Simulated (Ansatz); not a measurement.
This NaP2 structure is the end of a relaxation. The cell was found from a structure generator's guess, not taken from experiment.

These are results of Ansatz, DFT PBE, scalar-relativistic, plane waves, PAW, not measurements. Cutoff 420 eV, Γ-centred mesh, Gaussian smearing, no spin polarisation.

```yaml
crystal:
  lattice:
    - [4.65339, -1.65591, 0.00000]
    - [4.65339, 1.65591, 0.00000]
    - [-0.52771, 0.00000, 4.11652]
  atoms:
    - { symbol: Na, position: [0.00000, 0.00000, 0.50000] }
    - { symbol: P, position: [0.70569, 0.70569, 0.12501] }
    - { symbol: P, position: [0.29431, 0.29431, 0.87499] }
```

Formation energies are uncorrected and refer to the elements' standard structures at the same level. The references include black phosphorus.

Q: Find its symmetry and describe it.

A: C2/m (No. 12). Conventional cell: a = 9.307 Å, b = 3.312 Å, c = 4.150 Å, β = 97.3°. Na has 6 P at 2.97–3.10 Å, 2 Na at 3.31 Å and 4 P at 3.45 Å; P is surrounded by 2 P at 2.17 Å, 3 Na at 2.97–3.10 Å, 2 P at 3.31 Å and 2 Na at 3.45 Å.

Q: How far does it lie from the elements in energy?

A: −0.23 eV/atom. It lies below the elements, which doesn't yet make it stable against other compounds or structures.

Q: Is it a metal?

A: Yes, bands cross the Fermi level on the 14×14×12 mesh.

The last run used a 14×14×12 mesh (in the run's order of axes) for its 3-atom cell and Gaussian smearing of 0.10 eV. An odd number of electrons in the primitive cell allows no gap without spin; a larger cell or a magnetic state could open one. The cell is a metal run without spin; a magnetic state may lie lower. The reference form of P is held partly by dispersion forces, which this level lacks. This cell was reached by moving the atoms of another relaxed cell at random and relaxing again, last within the group found; it had no such test of its own.
